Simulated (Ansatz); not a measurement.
InP (zinc blende): scan of one atom of the cell

Relaxed InP (zinc blende):

```
InP
1.0
    0.00000     2.95351     2.95351
    2.95351     0.00000     2.95351
    2.95351     2.95351     0.00000
P In
1 1
Direct
  0.75000   0.75000   0.75000
  0.00000   0.00000   0.00000
```

In this cell atom 2 (In, nearest neighbour P at 2.558 Å; its periodic images, 4.2 Å or more away, move with it) is moved by s along Cartesian z, unit vector (0.000, 0.000, 1.000); all other atoms and the cell stay fixed.

All values below come from r2SCAN (plane waves to 500 eV, PAW, scalar-relativistic; Ansatz, a first-principles code). k mesh 8×8×8 (Γ-centred), Fermi-Dirac smearing 0.05 eV. E stands for the smeared free energy. Stress and pressure are positive under compression. F∥ is the force on the atom along that direction. InP was relaxed with its symmetry unable to fall. The zero of ΔE is the undisplaced structure.

```tsv
s (Å)	ΔE (meV/cell)	F∥ (eV/Å)	P (GPa)
-0.510	926	3.273	5.8
-0.408	614	2.818	3.8
-0.306	355	2.237	2.2
-0.204	161	1.553	1.0
-0.102	41	0.795	0.2
0.000	0	0.000	0.0
0.102	41	-0.795	0.2
0.204	161	-1.553	1.0
0.306	355	-2.237	2.2
0.408	614	-2.818	3.8
0.510	926	-3.273	5.8
```

Summary:

The energy at s = 0.510 Å is 926 meV/cell, the force along the line at s = -0.510 Å comes out as 3.27 eV/Å and the force constant k = d²E/ds² at s = 0 (finite differences) comes out as 7.86 eV/Å². The zone-centre optical wavenumber from k (transverse: no LO-TO term) is 296 cm⁻¹. Symmetry of the curve: even: the same for both signs. Shape of the curve: a single well with its minimum at or next to zero displacement. Harmonic estimate at the end of the scan: ½ks² = 1022 meV/cell against the computed 926 meV/cell, so the well is softer than harmonic there.

(A displaced cell: forces are minus the slopes of the energy, force constants its curvatures, and phonons follow from these.)
